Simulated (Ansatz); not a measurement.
Given:

Ta2C:
```
Ta2C
1.0
    3.09467     0.00000     0.00000
   -1.54734     2.68007     0.00000
    0.00000     0.00000     4.92202
Ta C
2 1
Direct
  0.33333   0.66667   0.25309
  0.66667   0.33333   0.74691
  0.00000   0.00000   0.00000
```

This is the PBEsol-relaxed structure.

### Question
All from the program Ansatz at the PBEsol level (PAW), unless another level is named. Estimate the electronic character.

### Answer
metallic (no gap).

### Question
Next, the formation energy from the elements (no fitted shifts)?

### Answer
-0.66 eV/atom.

### Question
Next, the gap with spin–orbit coupling?

### Answer
none (metallic).

Space group P-3m1. The workflow started from a Materials Project entry (that database holds measured and hypothetical structures alike); the Crystallography Open Database files this formula in space group No. 164, but the cells were not matched. Its standing as an ambient phase is unchecked. The PBEsol relaxation kept the symmetry of its start; of distortions, only those at the zone centre were tested. No spin polarisation was allowed. The references are the lowest solids computed at this level, not always the standard phases. Spin–orbit coupling is left out wherever it is not named.

Potentials: the later of the program's two PAW sets.
